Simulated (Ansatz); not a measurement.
AgI:
```cif
data_Ag4I4
_chemical_formula_sum 'Ag4 I4'
_space_group_name_H-M_alt 'F-43m'
_space_group_IT_number 216
_space_group_name_Hall 'F -4 2 3'
_cell_length_a 6.34809
_cell_length_b 6.34809
_cell_length_c 6.34809
_cell_angle_alpha 90.000
_cell_angle_beta 90.000
_cell_angle_gamma 90.000
loop_
_atom_site_label
_atom_site_type_symbol
_atom_site_symmetry_multiplicity
_atom_site_Wyckoff_symbol
_atom_site_fract_x
_atom_site_fract_y
_atom_site_fract_z
_atom_site_occupancy
Ag1 Ag 4 a 0.00000 0.00000 0.00000 1
I1 I 4 d 0.75000 0.75000 0.75000 1
```
(The calculation used a cell of 2 atoms; values per cell refer to that cell.)

Relaxed with LDA.

**Question.** Decompose the optical modes at the zone centre into irreducible representations, and say which are infrared and Raman allowed.

**Answer.** Point group -43m: Γ_opt = T2. Infrared: T2. Raman: T2.

**Question.** Assign frequencies (DFPT, plane-wave PAW LDA (Ansatz code); without the LO–TO term).

**Answer.** T2 117 cm⁻¹.

The LDA relaxation kept the symmetry of its start. The run is not spin-polarised. Scalar-relativistic: spin–orbit coupling is off unless named, which matters more the heavier the elements.

Potentials: the earlier of the program's two PAW sets. The files were generated under PBE; for other functionals the program regenerates the frozen cores, and for LDA and PBEsol the local potential too.
